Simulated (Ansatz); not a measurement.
# Band table of CsH (rocksalt type)

```
CELL_PARAMETERS angstrom
0.00000 3.04794 3.04794
3.04794 0.00000 3.04794
3.04794 3.04794 0.00000
ATOMIC_POSITIONS crystal
Cs 0.00000 0.00000 0.00000
H 0.50000 0.50000 0.50000
```

The cell comes from a relaxation on PAW files under the same functional, begun from a prototype that needn't be the stable phase.

Computed with Ansatz 0.2.0; functional LDA, scalar-relativistic. Settings: a Γ-centred 12×12×12 k mesh, Fermi–Dirac smearing of 0.05 eV, no spin polarisation. Methods: LAPW: all electrons, basis error target 1 meV/atom.

Spin–orbit coupling is left out, which matters for the heavy atoms.

Path points, in fractions of the reciprocal vectors: Γ (0.000, 0.000, 0.000), X (0.500, 0.000, 0.500), U (0.625, 0.250, 0.625), K (0.375, 0.375, 0.750), L (0.500, 0.500, 0.500), W (0.500, 0.250, 0.750). The distance column jumps between branches of the path. Levels in eV from the valence-band top; bands 9 to 15, counted from the lowest band of the run. The gap is 1.75 eV, the pressure 0.01 GPa.

```
# k(1/Å) point b9 b10 b11 b12 b13 b14 b15
0.000 Γ -21.62 -7.83 -7.83 -7.83 -2.17 4.97 4.97
0.147 - -21.61 -7.91 -7.85 -7.85 -2.03 4.71 5.05
0.294 - -21.58 -8.11 -7.91 -7.91 -1.68 4.18 4.85
0.442 - -21.55 -8.35 -7.99 -7.99 -1.35 3.64 4.24
0.589 - -21.51 -8.58 -8.08 -8.08 -1.24 3.18 4.22
0.736 - -21.47 -8.76 -8.16 -8.16 -1.37 2.84 4.76
0.883 - -21.45 -8.86 -8.22 -8.22 -1.56 2.63 5.47
1.031 X -21.44 -8.90 -8.24 -8.24 -1.63 2.56 5.83
1.083 - -21.44 -8.89 -8.24 -8.23 -1.62 2.58 5.80
1.135 - -21.44 -8.88 -8.27 -8.23 -1.58 2.62 5.71
1.187 - -21.44 -8.87 -8.31 -8.22 -1.52 2.69 5.57
1.239 - -21.44 -8.84 -8.36 -8.20 -1.43 2.78 5.39
1.291 - -21.44 -8.81 -8.42 -8.19 -1.33 2.88 5.21
1.343 - -21.44 -8.77 -8.49 -8.17 -1.22 2.97 5.01
1.395 U -21.44 -8.73 -8.55 -8.15 -1.10 3.03 4.81
2.026 K -21.44 -8.73 -8.55 -8.15 -1.10 3.03 4.81
2.183 - -21.45 -8.72 -8.57 -8.07 -0.75 2.99 4.29
2.339 - -21.47 -8.77 -8.39 -7.99 -0.56 2.87 3.93
2.495 - -21.51 -8.69 -8.21 -7.93 -0.69 3.07 3.80
2.651 - -21.54 -8.48 -8.05 -7.88 -1.10 3.67 3.91
2.807 - -21.58 -8.20 -7.93 -7.85 -1.60 4.25 4.48
2.963 - -21.61 -7.94 -7.85 -7.83 -2.01 4.71 5.00
3.120 Γ -21.62 -7.83 -7.83 -7.83 -2.17 4.97 4.97
3.247 - -21.61 -7.91 -7.84 -7.84 -2.06 4.77 5.02
3.375 - -21.59 -8.11 -7.86 -7.86 -1.76 4.26 5.12
3.502 - -21.57 -8.39 -7.88 -7.88 -1.36 3.60 5.10
3.630 - -21.54 -8.66 -7.92 -7.92 -0.91 2.94 4.90
3.757 - -21.51 -8.89 -7.94 -7.94 -0.48 2.36 4.68
3.885 - -21.49 -9.04 -7.96 -7.96 -0.14 1.93 4.53
4.012 L -21.48 -9.09 -7.97 -7.97 0.00 1.75 4.48
4.116 - -21.48 -9.07 -8.00 -7.98 -0.06 1.84 4.48
4.220 - -21.47 -9.03 -8.09 -8.00 -0.23 2.09 4.45
4.325 - -21.47 -8.95 -8.22 -8.05 -0.46 2.45 4.36
4.429 - -21.46 -8.85 -8.36 -8.11 -0.68 2.88 4.22
4.533 - -21.45 -8.75 -8.48 -8.19 -0.87 3.33 4.07
4.637 - -21.44 -8.64 -8.56 -8.27 -0.99 3.73 3.97
4.741 W -21.44 -8.59 -8.59 -8.32 -1.03 3.93 3.93
4.815 - -21.44 -8.66 -8.51 -8.31 -1.07 3.60 4.28
4.888 - -21.44 -8.73 -8.44 -8.30 -1.16 3.31 4.64
4.962 - -21.44 -8.78 -8.37 -8.29 -1.28 3.05 4.99
5.036 - -21.44 -8.83 -8.32 -8.27 -1.42 2.84 5.32
5.109 - -21.44 -8.87 -8.27 -8.25 -1.53 2.69 5.58
5.183 - -21.44 -8.89 -8.25 -8.24 -1.61 2.59 5.76
5.256 X -21.44 -8.90 -8.24 -8.24 -1.63 2.56 5.83
```
